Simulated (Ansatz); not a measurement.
**Relaxing a structure of CoSn**

The start is a generated cell, CoSn built in the AFLOW prototype AB_tP8_136_g_f (as in BeO). The cell and all atomic positions are relaxed at zero pressure with PBEsol (plane waves to 420 eV, PAW, scalar-relativistic; Ansatz, a program for electronic structure). The first steps use a coarse 5×5×9 k-mesh.

Input geometry:
```
CoSn
1.0
    6.19391     0.00000     0.00000
    0.00000     6.19391     0.00000
    0.00000     0.00000     3.57291
Co Sn
4 4
Cartesian
  2.08115   4.11276   0.00000
  5.17811   5.17811   1.78645
  1.01580   1.01580   1.78645
  4.11276   2.08115   0.00000
  1.92011   1.92011   0.00000
  5.01707   1.17684   1.78645
  1.17684   5.01707   1.78645
  4.27380   4.27380   0.00000
```
Spin-polarised start, with parallel moments on Co.

- Initial pressure = +47.3 GPa (positive: the cell is compressed)
- Largest initial force = 1.62 eV/Å, on Sn5, Sn6, Sn7, Sn8 (atoms numbered as listed)
- Outcome = The space group stays P4₂/mnm (No. 136) (the run could not lower it), with 8 atoms in the primitive cell
- Energy released = 1.22 eV/atom
- Volume change = -4.0 %, from 17.13 to 16.45 Å³/atom
- Shortest distances (start → end) = The closest pairs of elements (up to four, under 3.6 Å), start → end: Co–Sn 2.20 → 2.53 Å; Co–Co 2.87 → 2.95 Å; Sn–Sn 3.33 → 3.05 Å
- Band gap at the end = zero (metallic)
- Moments at the end = zero (the starting moments vanished)
- Optimiser moves = 29

It ends as:

```cif
data_Co4Sn4
_chemical_formula_sum 'Co4 Sn4'
_space_group_name_H-M_alt 'P42/mnm'
_space_group_IT_number 136
_space_group_name_Hall '-P 4n 2n'
_cell_length_a 5.05547
_cell_length_b 5.05547
_cell_length_c 5.14891
_cell_angle_alpha 90.000
_cell_angle_beta 90.000
_cell_angle_gamma 90.000
loop_
_atom_site_label
_atom_site_type_symbol
_atom_site_symmetry_multiplicity
_atom_site_Wyckoff_symbol
_atom_site_fract_x
_atom_site_fract_y
_atom_site_fract_z
_atom_site_occupancy
Co1 Co 4 g 0.20616 0.20616 0.50000 1
Sn1 Sn 4 f 0.21300 0.21300 0.00000 1
```

Final values are on a 9×9×9 k-mesh of the relaxed cell. No spin polarisation in the result: the starting moments vanished. A magnetic state may lie lower.

The run could not lose the symmetry of its start, so the end can be a saddle point.

The relaxed structure here is a generated cell of CoSn: the first start was made by placing the elements on the sites of a structure type, and the end was not matched to a known phase here, so it may be hypothetical. Known forms of CoSn include space group No. 191.
